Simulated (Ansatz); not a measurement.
# LuSF: quadrupole couplings from first principles

```yaml
crystal:
  lattice:
    - [1.96288, 1.13327, 8.18878]
    - [-1.96288, 1.13327, 8.18878]
    - [0.00000, -2.26653, 8.18878]
  atoms:
    - { symbol: Lu, position: [0.00000, 0.00000, 0.00000] }
    - { symbol: Lu, position: [0.50000, 0.50000, 0.50000] }
    - { symbol: S, position: [0.60894, 0.60894, 0.60894] }
    - { symbol: S, position: [0.39106, 0.39106, 0.39106] }
    - { symbol: F, position: [0.83237, 0.83237, 0.83237] }
    - { symbol: F, position: [0.16763, 0.16763, 0.16763] }
```

Atom numbers follow the list: Lu1, Lu2, S3, S4, F5, F6.

The cell is the one relaxed in the Materials Project (mp-555850), not relaxed further here; entries there can be hypothetical.

Methods: DFT, r2SCAN, all-electron PAW with datasets made for the crystal, scalar-relativistic (Ansatz 0.2.0); DFT, r2SCAN, PAW with Ansatz's default frozen-core files, scalar-relativistic (Ansatz 0.2.0).

For the crystal-made all-electron datasets (AE datasets): a Γ-centred 7×7×7 k mesh, Fermi–Dirac smearing of 0.03 eV, cutoff 360 eV (chosen by the program for this cell), no spin polarisation. PAW takes a cutoff of 500 eV at this cell (files made with PBE, cores remade for this functional). The Ansatz runs share mesh, smearing and spin set-up.

No spin–orbit coupling: at heavy atoms the gradients can be off by tens of per cent for that reason.

Vzz is the principal value of largest size of the traceless field-gradient tensor, in 10²¹ V/m², and η = (Vxx − Vyy)/Vzz with |Vzz| ≥ |Vyy| ≥ |Vxx|.

| site | site symmetry | Vzz (η), AE datasets | Vzz (η), PAW |
| --- | --- | --- | --- |
| Lu1 | -3m | 3.93 (η = 0.00) | 3.64 (η = 0.00) |
| Lu2 | -3m | 13.91 (η = 0.00) | 13.57 (η = 0.00) |
| S3 | 3m | 0.95 (η = 0.00) | 0.96 (η = 0.00) |
| F5 | 3m | -0.86 (η = 0.00) | -0.86 (η = 0.00) |

The Cartesian tensor at Lu2 from AE datasets, in 10²¹ V/m²:

```
-6.95  0.00  0.00
 0.00 -6.95  0.00
 0.00  0.00 13.91
```

(1) By the crystal-made datasets, how do the electrostatic potential and the contact density differ between Lu1 and Lu2?

Results:

(1) At Lu2 the potential is -0.11 V and the contact density -36.16 e/Å³ against Lu1.
